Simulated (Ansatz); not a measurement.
## Cu: strain energy, fitted

Cu, P6_3/mmc, a = 2.521 Å, c = 4.117 Å. This isn't the element's structure at ambient conditions. Ansatz: PBEsol, PAW, 420 eV, Γ-centred 24×24×12 mesh on 2 atoms, Gaussian smearing 0.10 eV; no spin polarisation. Series: biaxial strain in the a-b plane, c and atoms relaxed; x is the strain in per cent. y is the free energy over the unstrained cell, V0 = 11.325 Å³/atom.

| x (%) | y (meV/atom) |
| --- | --- |
| -6.0 | 103.79 |
| -4.0 | 41.99 |
| -2.0 | ? |
| 0.0 | 0.00 |
| 2.0 | 9.78 |
| 4.0 | 34.13 |
| 6.0 | 68.53 |

Problem. Fit y = c2 x² + c3 x³ to the other rows, turn c2 into a modulus, and predict the missing energy.

Solution. Least squares on the rows shown. y = 2.3920 x² − 0.079922 x³. In eV per unit strain² c2 is 23.92; M is the biaxial modulus (E = M V0 ε²): 23.92 × 160.2 / (11.325) = 338 GPa. At x = -2.0 the fit asked for gives 10.21 meV/atom. The run gave 9.13 meV/atom, so the fit is 1.08 meV/atom too high, within twice the rms miss on the fitted rows (0.88 meV/atom).